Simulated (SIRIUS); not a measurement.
Energy against volume for Cu₃Sn (P6_3/mmc, 8 atoms in the cell; from Materials Project mp-13138): the cell is scaled uniformly, and the atoms keep their fractional positions.

```
Cu3Sn
1.0
    5.50679     0.00000     0.00000
   -2.75339     4.76902     0.00000
    0.00000     0.00000     4.27269
Cu Sn
6 2
Direct
  0.15577   0.84423   0.75000
  0.84423   0.15577   0.25000
  0.31154   0.15577   0.25000
  0.68846   0.84423   0.75000
  0.15577   0.31154   0.75000
  0.84423   0.68846   0.25000
  0.33333   0.66667   0.25000
  0.66667   0.33333   0.75000
```

Level of theory: LDA (PW92), GBRV LDA ultrasoft pseudopotentials (plane waves; SIRIUS 7.12.0).

Held fixed: parameters.ngridk = 3 3 4; parameters.xc_functionals = [XC_LDA_X, XC_LDA_C_PW]; parameters.gk_cutoff = 6.325 1/bohr; parameters.pw_cutoff = 14.143 1/bohr; parameters.smearing = gaussian; parameters.smearing_width = 0.00999582 Ha; potentials = GBRV LDA ultrasoft pseudopotentials; parameters.electronic_structure_method = pseudopotential; parameters.num_bands = 85; parameters.num_mag_dims = 0; parameters.num_dft_iter = 100; parameters.energy_tol = 1e-07 Ha; parameters.density_tol = 1e-06; mixer.type = broyden2; mixer.beta = 0.3; mixer.use_hartree = false.

The structure comes from a collection of computed structures, made at another level of theory; the collection holds predicted forms beside known ones. No clean gap shows at this smearing width and mesh (spacing up to 0.44 Å⁻¹); the mesh is coarse for partly filled bands, so the values carry mesh errors.

| V (Å³/atom) | V/V(base) | ΔF (meV/atom, from the lowest row) | pressure (GPa) |
|---|---|---|---|
| 13.185 | 0.940 | 1.8 | 2.38 |
| 13.465 | 0.960 | 0.0 | -0.76 |
| 13.746 | 0.980 | 3.3 | -3.51 |
| 13.886 | 0.990 | 6.7 | -4.76 |
| 14.026 | 1.000 | 11.1 | -5.93 |
| 14.166 | 1.010 | 16.6 | -7.03 |
| 14.307 | 1.020 | 22.9 | -8.06 |
| 14.587 | 1.040 | 38.3 | -9.94 |
| 14.868 | 1.060 | 56.8 | -11.58 |

**Question.** Estimate the equilibrium volume and the bulk modulus from these points.

**Answer.** A third-order Birch-Murnaghan fit gives V0 = 13.42 Å³/atom and B0 = 143 GPa (largest residual 0.02 meV/atom). V0 and B0 belong to these fixed fractional positions and this cell shape; relaxing them, where they are free, usually lowers B0.
